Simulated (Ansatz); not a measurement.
SrPb in space group Cmcm (No. 63; Pb on 4c, Sr on 4c) at seven volumes, r²SCAN in the plane-wave PAW code Ansatz, shape and atoms relaxed at each. One row is withheld.

```tsv
V (Å³/atom)	P (GPa)
33.233	3.70
34.329	?
35.424	1.03
36.520	0.00
37.616	-0.87
38.711	-1.61
39.807	-2.23
```

Question: Fit the shown pressures and predict the withheld one.

Answer: Third-order Birch–Murnaghan: P = (3/2)B₀(x^(7/2) − x^(5/2))[1 + (3/4)(B′ − 4)(x − 1)] with x = (V₀/V)^(2/3). Least squares on the six rows gives V₀ = 36.520 Å³/atom, B₀ = 31.55 GPa, B′ = 4.61. At V = 34.329, x = 1.0421 and P = 2.25 GPa. The run itself gave 2.26 GPa.

The workflow started from an entry of the Crystallography Open Database (COD). Its standing as an ambient phase is unchecked. The r²SCAN relaxation kept the symmetry of its start; whether a distortion lowers the energy is not shown. Scalar-relativistic: spin–orbit coupling is off unless named, which matters more the heavier the elements.

Potentials: the later of the program's two PAW sets.
